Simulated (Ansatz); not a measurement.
BeAu in space group P2_13 (No. 198; Au on 4a, Be on 4a) under volume change, r²SCAN in the plane-wave PAW code Ansatz, shape and atoms relaxed at each volume.

| V (Å³/atom) | E − E(relaxed) (meV/atom) | P (GPa) |
|---|---|---|
| 11.704 | 62.3 | 18.89 |
| 12.090 | 26.0 | 11.47 |
| 12.476 | 6.1 | 5.24 |
| 12.862 | 0.0 | -0.01 |
| 13.247 | 5.5 | -4.42 |
| 13.633 | 20.7 | -8.11 |
| 14.019 | 44.0 | -11.17 |

Q: What does a third-order Birch–Murnaghan fit give for V₀, B₀ and B′?

A: V₀ = 12.86 Å³/atom, B₀ = 160 GPa, B′ = 4.8.

The workflow started from an entry of the Crystallography Open Database (COD). Whether it is the stable phase at ambient conditions was not checked. Symmetry was held in the r²SCAN relaxation; its stability against distortions is not shown here. Scalar-relativistic: spin–orbit coupling is off unless named, which matters more the heavier the elements.

Potentials: the later of the program's two PAW sets.
